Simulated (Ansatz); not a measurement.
**Compressing YSe: a fit and a missing row**

YSe, Fm-3m, a = 5.689 Å. The structure is a COD entry; whether it is the stable form wasn't checked. Ansatz: PBEsol, PAW, 420 eV, Γ-centred 12×12×12 mesh on 2 atoms, Gaussian smearing 0.10 eV; no spin polarisation. Symmetry fixes shape and atoms, so the cell is only scaled; pressure is positive in compression.

```
V (Å³/atom) P (GPa)
     21.639     6.16
     22.330        ?
     23.021    -0.01
     23.711    -2.42
     24.402    -4.47
```

**Question.** Take V0 = 23.021 Å³/atom, count pressures from its P0 = -0.01 GPa, fit the third-order Birch–Murnaghan form to the other rows, and predict the missing pressure.

**Answer.** With the Eulerian strain f = ½[(V0/V)^(2/3) − 1] and y = (P − P0)/[3f(1 + 2f)^(5/2)], the form is the line y = B0 + 1.5 B0 (B0′ − 4) f. Rows (f, y): 0.02107, 88.0; -0.00975, 86.6; -0.01905, 86.0. Means f = -0.002577, y = 86.867; Σ(Δf)² = 0.0008820, ΣΔfΔy = 0.04299; the slope is their ratio. y = 86.99 + 48.74 f GPa, so B0 = 87.0 GPa and B0′ = 4 + 2 × (48.74)/(3 × 86.99) = 4.37. At V = 22.330, f = 0.01026, y = 87.49 and P = 2.82 GPa. The run gave 2.83 GPa, so the fit is 0.01 GPa too low, a small miss on the scale of the series.

The cell has an odd number of electrons and ran without spin polarisation, so a magnetic or disproportionated state may lie lower.